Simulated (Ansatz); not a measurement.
The calculation used Ansatz 0.2.0, DFT PBE, scalar-relativistic, plane waves, PAW, and for the lanthanide a 4f-in-core norm-conserving potential. Cutoff 660 eV, Γ-centred meshes of about 0.25 Å⁻¹ or finer for metals and 0.3 Å⁻¹ for insulators (2π included), Gaussian smearing. No spin polarisation.

These are static total energies at zero pressure.

Two forms of NdMo were relaxed alike.

A. Space group Cmmm (No. 65), orthorhombic, a = 6.781 Å, b = 8.523 Å, c = 3.463 Å. Nd has 8 Mo at 3.25–3.37 Å and 5 Nd at 3.46–3.48 Å; Mo has 1 Mo at 2.16 Å and 8 Nd at 3.25–3.37 Å.

B. Space group R-3m (No. 166), trigonal, a = 4.313 Å, c = 19.828 Å. Nd is surrounded by 3 Mo at 3.01 Å, 3 Mo at 3.36 Å, 3 Nd at 3.64 Å, 1 Nd at 3.95 Å and 6 Nd at 4.31 Å; Mo is surrounded by 3 Mo at 2.55 Å, 3 Nd at 3.01 Å and 3 Nd at 3.36 Å.

Question: Which is lower in energy, and by how much?

Answer: B is lower, by 140 meV/atom. A has space group Cmmm (No. 65), 25.0 Å³/atom and no gap on its mesh; B has space group R-3m (No. 166), 26.6 Å³/atom and no gap. Counting all near atoms (those within 1.25 times the shortest distance at each site; a plus sign parts nearer from farther groups), A has Nd 13, Mo 1 and B has Nd 3+6, Mo 3+3. The lower one is the more open, so pressure narrows the difference. Even the lower one lies +0.33 eV/atom against the reference forms of the elements (uncorrected), so neither is stable at this level. Both come from trial cells of a structure search.

Trial moments fell under 0.15 μB along the way in Cmmm and R-3m; another start might hold them. With atoms moved at random, B came back. A had no clear such test and can be a saddle point.

The lanthanide is trivalent by construction, without f bands, f moments or other valences.
